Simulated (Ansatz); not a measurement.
MoIr₃ (Cu3Au type, space group No. 221) under volume change, PBEsol in the plane-wave PAW code Ansatz, scaled uniformly.

```csv
V (Å³/atom),E − E(relaxed) (meV/atom),P (GPa)
12.954,158.9,43.51
13.381,66.4,26.43
13.808,15.6,12.07
14.235,0.0,0.00
14.662,13.9,-10.13
15.089,52.5,-18.61
15.516,111.9,-25.71
```

Problem. What does a third-order Birch–Murnaghan fit give for V₀, B₀ and B′?

Solution. V₀ = 14.24 Å³/atom, B₀ = 367 GPa, B′ = 4.8.

Space group Pm-3m (Cu3Au type). A made-up cell: these elements were put on the sites of a structure type; neither database checked (COD, Materials Project) lists it. COD files the formula under space group No. 194. Whether it is the stable phase at ambient conditions was not checked. The PBEsol relaxation kept the symmetry of its start; whether a distortion lowers the energy is not shown. No spin polarisation was allowed. Spin–orbit coupling is left out wherever it is not named.

Potentials: the earlier of the program's two PAW sets. The files were generated under PBE; for other functionals the program regenerates the frozen cores, and for LDA and PBEsol the local potential too.
